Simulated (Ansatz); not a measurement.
Input and command of a plane-wave DFT calculation in Ansatz:

```yaml
crystal:
  lattice:
    - [2.9111314733, 0.0, 0.0]
    - [-1.4555657366, 2.5211138096, 0.0]
    - [0.0, 0.0, 9.46370874]
  atoms:
    - { symbol: Ag, position: [0.0, 0.0, 0.0] }
    - { symbol: Ag, position: [0.0, 0.0, 0.5] }
    - { symbol: Ag, position: [0.33333333, 0.66666667, 0.25] }
    - { symbol: Ag, position: [0.66666667, 0.33333333, 0.75] }
basis:
  ecutwfc: 500
kpoints:
  mp_grid: { grid: [6, 6, 2] }
hamiltonian:
  xc: r2scan
scf:
  occupations: { method: gaussian, width: 0.1 }
output:
  forces: true
  stress: true
  eigenvalues: true
```

```bash
ansatz run input.yaml --threads 1 --pin off --max-ram 2560MiB --backend cpu --events-out ev --progress --plain --runs-dir out
```

Processor: Oxide Virtual Turin-like Processor (Zen 5), 1 thread, on a host shared with other jobs.

Q: How long does it run, and how much memory does it take?

A: About 6.3 s on 1 thread of Oxide Virtual Turin-like Processor (Zen 5), with other jobs on the host, peak memory 0.55 GiB. It solves 46 bands at 14 k points (the mesh reduced by the symmetry that the task leaves, which can be less than the crystal's) with about 1775 plane waves, in 7 SCF iterations.
